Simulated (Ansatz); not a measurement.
With r²SCAN (plane waves, PAW; program Ansatz), Ti in the diamond structure (Fd-3m) relaxes to a = 6.120 Å. Ti has 4 nearest neighbours from 2.65 Å (tetrahedral).

Electronic character: metallic (no gap). The magnetic state found is ferromagnetic. The net moment is 2.76 μB per atom.

The bulk modulus is 33.0 GPa.

The start of the workflow was typed in or built on a structure type; neither database checked (COD, Materials Project) lists it. It is not the phase usual at ambient conditions (space group No. 194). The cell was relaxed with r²SCAN under the symmetry of its start; its stability against distortions is not shown here. Magnetic state: ferromagnetic, chosen from 4 collinear starts compared on coarse meshes (ties went to the first, and starts can fall back to one state), not a proven ground state. Other orbital occupations within this spin state were not tried.

Potentials: the later of the program's two PAW sets.
